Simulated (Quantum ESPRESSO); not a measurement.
## Ti6Mo2 (input and log of a self-consistent run)

Computed values, not a measurement. The program is pw.x of Quantum ESPRESSO 7.5 (plane-wave density functional theory). The cell is made up: eight metal atoms on a hexagonal close-packed lattice, with elements, volume, strain and displacements drawn at random and not relaxed, so it may be unstable or far from any real phase. PseudoDojo standard norm-conserving files set the functional (PBE unless stated); there is no spin polarisation or spin-orbit coupling, the Fermi-Dirac width of 0.25 eV means electrons at about 2900 K, and the masses in the input are unused placeholders. A spin test at this wide smearing found no moment, but such smearing suppresses magnetism that the real alloy may have.

Input:

```
&control calculation='scf', pseudo_dir='./dojo.nc.sr.pbe.v0_5.standard.upf', outdir='./o', disk_io='minimal', tprnfor=.true., tstress=.true. /
&system ibrav=0, nat=8, ntyp=2, nbnd=68, ecutwfc=84.00895049, nosym=.true., tot_charge=0,
 occupations='smearing', smearing='fd', degauss=0.0183746611
/
&electrons conv_thr=1.470e-08, electron_maxstep=70, mixing_beta=0.5 /
ATOMIC_SPECIES
Mo 1.0 Mo.upf
Ti 1.0 Ti.upf
CELL_PARAMETERS angstrom
-2.8827 0.0 0.0
0.0 0.0 -4.7627
0.0 -9.9859 0.0
ATOMIC_POSITIONS angstrom
Ti -0.0083 0.0696 -0.0041
Ti 0.0304 -4.9775 -0.0413
Mo -0.0496 -3.2673 -2.4413
Ti -0.0037 -8.3632 -2.4211
Ti -1.4603 -2.5711 -0.0509
Ti -1.4614 -7.4658 0.0062
Ti -1.4766 -0.8312 -2.3336
Mo -1.4043 -5.7893 -2.4008
K_POINTS automatic
8 5 3 1 1 1
```

The log is shortened where brackets say so; the opening notice, blank lines, dates and the lines on written files are dropped, and the path of the files is cut. It prints rydbergs, bohrs and kilobars, and counts compression as positive stress. Its total energy is the free energy E - TS of the whole cell.

```
     Program PWSCF v.7.5
     Parallel version (MPI & OpenMP), running on       4 processor cores
     Number of MPI processes:                 4
     Threads/MPI process:                     1
     [start-up lines left out]
     bravais-lattice index     =            0
     lattice parameter (alat)  =       5.4475  a.u.
     unit-cell volume          =     925.2018 (a.u.)^3
     number of atoms/cell      =            8
     number of atomic types    =            2
     number of electrons       =       100.00
     number of Kohn-Sham states=           68
     kinetic-energy cutoff     =      84.0090  Ry
     charge density cutoff     =     336.0358  Ry
     scf convergence threshold =      1.5E-08
     mixing beta               =       0.5000
     number of iterations used =            8  plain     mixing
     Exchange-correlation= PBE
                           (   1   4   3   4   0   0   0)
     [axes and pseudopotential details left out]
   Cartesian axes
     site n.     atom                  positions (alat units)
         1        Ti     tau(   1) = (  -0.0028792   0.0241440  -0.0014223  )
         2        Ti     tau(   2) = (   0.0105457  -1.7266798  -0.0143268  )
         3        Mo     tau(   3) = (  -0.0172061  -1.1334166  -0.8468797  )
         4        Ti     tau(   4) = (  -0.0012835  -2.9011690  -0.8398723  )
         5        Ti     tau(   5) = (  -0.5065737  -0.8919069  -0.0176571  )
         6        Ti     tau(   6) = (  -0.5069553  -2.5898637   0.0021508  )
         7        Ti     tau(   7) = (  -0.5122281  -0.2883408  -0.8095189  )
         8        Mo     tau(   8) = (  -0.4871475  -2.0082908  -0.8328303  )
     number of k points=    60  Fermi-Dirac smearing, width (Ry)=  0.0184
                       cart. coord. in units 2pi/alat
        k(    1) = (  -0.0625000  -0.0481128  -0.0605266), wk =   0.0333333
        k(    2) = (  -0.0625000   0.1443385  -0.0605266), wk =   0.0333333
     [further k points left out]
     Dense  grid:    96177 G-vectors     FFT dimensions: (  32,  54, 120)
     Estimated max dynamical RAM per process >     337.18 MB
     Estimated total dynamical RAM >       1.25 GB
     Initial potential from superposition of free atoms
     starting charge      99.9876, renormalised to     100.0000
     Starting wfcs are   80 randomized atomic wfcs
     total cpu time spent up to now is        7.9 secs
     per-process dynamical memory:   276.3 Mb
     Self-consistent Calculation
     iteration #  1     ecut=    84.01 Ry     beta= 0.50
     Davidson diagonalization with overlap
     ethr =  1.00E-02,  avg # of iterations =  3.0
     total cpu time spent up to now is       23.7 secs
     total energy              =    -990.27888432 Ry
     estimated scf accuracy    <       4.74733869 Ry
     iteration #  2     ecut=    84.01 Ry     beta= 0.50
     Davidson diagonalization with overlap
     ethr =  4.75E-03,  avg # of iterations =  6.5
     total cpu time spent up to now is       47.2 secs
     total energy              =    -987.93667648 Ry
     estimated scf accuracy    <     176.76406268 Ry
     iteration #  3     ecut=    84.01 Ry     beta= 0.50
     Davidson diagonalization with overlap
     ethr =  4.75E-03,  avg # of iterations =  7.2
     total cpu time spent up to now is       68.9 secs
     total energy              =    -992.76736653 Ry
     estimated scf accuracy    <      11.60707276 Ry
     iteration #  4     ecut=    84.01 Ry     beta= 0.50
     Davidson diagonalization with overlap
     ethr =  4.75E-03,  avg # of iterations =  2.0
     total cpu time spent up to now is       83.7 secs
     total energy              =    -993.21823790 Ry
     estimated scf accuracy    <       5.61710675 Ry
     iteration #  5     ecut=    84.01 Ry     beta= 0.50
     Davidson diagonalization with overlap
     ethr =  4.75E-03,  avg # of iterations =  1.1
     total cpu time spent up to now is       97.0 secs
     total energy              =    -993.36927185 Ry
     estimated scf accuracy    <       1.18710907 Ry
     [iterations 6 to 23 left out]
     iteration # 24     ecut=    84.01 Ry     beta= 0.50
     Davidson diagonalization with overlap
     ethr =  2.33E-10,  avg # of iterations =  4.8
     total cpu time spent up to now is      421.9 secs
     total energy              =    -993.38944502 Ry
     estimated scf accuracy    <       0.00000038 Ry
     iteration # 25     ecut=    84.01 Ry     beta= 0.50
     Davidson diagonalization with overlap
     ethr =  2.33E-10,  avg # of iterations =  1.2
     total cpu time spent up to now is      435.3 secs
     total energy              =    -993.38944504 Ry
     estimated scf accuracy    <       0.00000002 Ry
     iteration # 26     ecut=    84.01 Ry     beta= 0.50
     Davidson diagonalization with overlap
     ethr =  1.74E-11,  avg # of iterations =  6.2
     total cpu time spent up to now is      457.0 secs
     total energy              =    -993.38944503 Ry
     estimated scf accuracy    <       0.00000049 Ry
     iteration # 27     ecut=    84.01 Ry     beta= 0.50
     Davidson diagonalization with overlap
     ethr =  1.74E-11,  avg # of iterations =  5.7
     total cpu time spent up to now is      475.4 secs
     total energy              =    -993.38944504 Ry
     estimated scf accuracy    <       0.00000003 Ry
     iteration # 28     ecut=    84.01 Ry     beta= 0.50
     Davidson diagonalization with overlap
     ethr =  1.74E-11,  avg # of iterations =  1.1
     total cpu time spent up to now is      488.8 secs
     End of self-consistent calculation
     [lines on levels left out]
!    total energy              =    -993.38944504 Ry
     estimated scf accuracy    <          4.5E-09 Ry
     smearing contrib. (-TS)   =      -0.18017473 Ry
     internal energy E=F+TS    =    -993.20927031 Ry
     The total energy is F=E-TS. E is the sum of the following terms:
     one-electron contribution =    -292.74024896 Ry
     hartree contribution      =     185.90546614 Ry
     xc contribution           =    -145.88476279 Ry
     ewald contribution        =    -740.48972469 Ry
     convergence has been achieved in  28 iterations
     Forces acting on atoms (cartesian axes, Ry/au):
     atom    1 type  2   force =    -0.00343275   -0.01432403    0.00491185
     atom    2 type  2   force =     0.00034697   -0.00780008    0.00065967
     atom    3 type  1   force =    -0.00440965   -0.01405313   -0.00074753
     atom    4 type  2   force =    -0.00180348    0.02804899    0.00968451
     atom    5 type  2   force =     0.00225275    0.01273420    0.00328688
     atom    6 type  2   force =     0.00040559    0.00633345   -0.00719151
     atom    7 type  2   force =     0.00159601   -0.01218618   -0.01051249
     atom    8 type  1   force =     0.00504455    0.00124678   -0.00009138
     Total force =     0.044299     Total SCF correction =     0.000390
     Computing stress (Cartesian axis) and pressure
          total   stress  (Ry/bohr**3)                   (kbar)     P=       -6.75
  -0.00000480  -0.00003316  -0.00000194           -0.71       -4.88       -0.29
  -0.00003316  -0.00002768  -0.00001304           -4.88       -4.07       -1.92
  -0.00000194  -0.00001304  -0.00010518           -0.29       -1.92      -15.47
     init_run     :      6.36s CPU      6.63s WALL (       1 calls)
     electrons    :    470.13s CPU    480.91s WALL (       1 calls)
     forces       :      1.74s CPU      1.77s WALL (       1 calls)
     stress       :      5.66s CPU      5.69s WALL (       1 calls)
     [timing details left out]
     PWSCF        :   8m 5.14s CPU   8m16.32s WALL
     JOB DONE.
```

In other units: free energy -13515.752 eV for the cell, pressure -0.68 GPa, largest force component 0.721 eV/Å in size. The run took 498 s of wall time with four MPI processes on a shared machine (Intel Xeon, 2023 or later, virtual cores), so the time is rough. A rerun of this cell at a higher cutoff and on a denser mesh moved values by no more than 0.002 eV in energy, 0.03 GPa in stress and 0.004 eV/Å in force, and a second program with other atomic files agreed on that cell to 2 % rms in force and 0.5 GPa in pressure.